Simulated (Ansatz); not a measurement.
# Fields on a plane of Cu (fcc, Cu type)

```xyz
1
Lattice="0.0000 1.7817 1.7817 1.7817 0.0000 1.7817 1.7817 1.7817 0.0000" Properties=species:S:1:pos:R:3 pbc="T T T"
Cu     0.0000     0.0000     0.0000
```

The slice is a {100} plane (indices of the conventional cell) through the point (0.000, 0.000, 0.000) (fractional), spanned by u = [100] and v = [0 1 -1] in vectors of this cell: u (2.52 Å) and v (2.52 Å, at 90° to u). It covers one period; positions are fractions (u, v).

Atoms on it: Cu at (0.00, 0.00).

These are PBEsol (plane waves to 420 eV, PAW, scalar-relativistic; Ansatz, an electronic-structure program) values and carry that method's errors. k mesh 22×22×22. Near the nuclei the fields are pseudised (PAW); where an atom keeps semicore shells as valence, they peak there. Cu is run without spin polarisation. Cu was relaxed with its symmetry unable to fall. The PAW data are Ansatz's earlier set.

```
|@@@%%#*+=--:.... ....:--=+*#%%@@|
|@@@%##*+=-::.... ....::-=+*##%@@|
|@%%%#*++=-::...   ...::-=++*#%%%|
|%%##**+=--:....   ....:--=+**##%|
|###**+==-::...     ...::-==+**##|
|***++==--:....     ....:--==++**|
|++++==--::...       ...::--==+++|
|====---::...         ...::---===|
|-----:::...           ...:::----|
|--::::....             ....::::-|
|::::.....               .....:::|
|........                 .......|
|.......                   ......|
|.....                       ....|
|...                           ..|
|                                |
|...                           ..|
|.....                       ....|
|.......                   ......|
|........                 .......|
|::::.....               .....:::|
|--::::....             ....::::-|
|-----:::...           ...:::----|
|====---::...         ...::---===|
|++++==--::...       ...::--==+++|
|***++==--:....     ....:--==++**|
|###**+==-::...     ...::-==+**##|
|%%##**+=--:....   ....:--=+**##%|
|@%%%#*++=-::...   ...::-=++*#%%%|
|@@@%##*+=-::.... ....::-=+*##%@@|
|@@@%%#*+=--:.... ....:--=+*#%%@@|
|@@@@%#*+=--:.... ....:--=+*#%@@@|
```
Scale: ten equal steps from -0.81 (start of ' ') to 1.90 (end of '@'), in the order ' .:-=+*#%@'. Values: log₁₀ of the valence density in e/Å³. The map has 32 points along u (one character each, u = 0 at the left) and 32 along v (v = 0 in the bottom row). The scale is logarithmic, as a density can span decades between atoms and voids.

```
|xxxxxxx.  ..:-+*#*+-:..  .xxxxxx|
|xxxxxxx   .::-+*#*+-::.   xxxxxx|
|xxxxxx:   .::-+###+-::.   :xxxxx|
|xxxxx-.   .::-+#%#+-::.   .-xxxx|
|xxxx-.   ..::-+#%#+-::..   .-xxx|
|xxx:.   ...::=*%@%*=::...   .:xx|
|..      ...:-=*%@%*=-:...      .|
|      .....:-+#@@@#+-:.....     |
|     .....:-=*%@@@%*=-:.....    |
|.........::=+#%@@@%#+=::........|
|..:::::::-=+*%@@@@@%*+=-:::::::.|
|:::::::--=+*#%@@@@@%#*+=--::::::|
|------==+*#%%@@@@@@@%%#*+==-----|
|++++++**#%%@@@@@@@@@@@%%#**+++++|
|***###%%@@@@@@@@@@@@@@@@@%%###**|
|####%%@@@@@@@@@@@@@@@@@@@@@%%###|
|***###%%@@@@@@@@@@@@@@@@@%%###**|
|++++++**#%%@@@@@@@@@@@%%#**+++++|
|------==+*#%%@@@@@@@%%#*+==-----|
|:::::::--=+*#%@@@@@%#*+=--::::::|
|..:::::::-=+*%@@@@@%*+=-:::::::.|
|.........::=+#%@@@%#+=::........|
|     .....:-=*%@@@%*=-:.....    |
|      .....:-+#@@@#+-:.....     |
|..      ...:-=*%@%*=-:...      .|
|xxx:.   ...::=*%@%*=::...   .:xx|
|xxxx-.   ..::-+#%#+-::..   .-xxx|
|xxxxx-.   .::-+#%#+-::.   .-xxxx|
|xxxxxx:   .::-+###+-::.   :xxxxx|
|xxxxxxx   .::-+*#*+-::.   xxxxxx|
|xxxxxxx.  ..:-+*#*+-:..  .xxxxxx|
|xxxxxxx.  ..:-+*#*+-:..  .xxxxxx|
```
Scale: ten equal steps from 0.15 (start of ' ') to 0.25 (end of '@'), in the order ' .:-=+*#%@'. Values: electron localisation function (ELF). The map has 32 points along u (one character each, u = 0 at the left) and 32 along v (v = 0 in the bottom row). Points within 0.5 Å of a nucleus are blanked (x), as the pseudised field means little there.

- Density on the Cu–Cu line (2.52 Å) at its midpoint = 0.28 e/Å³
- ELF at that point = 0.22
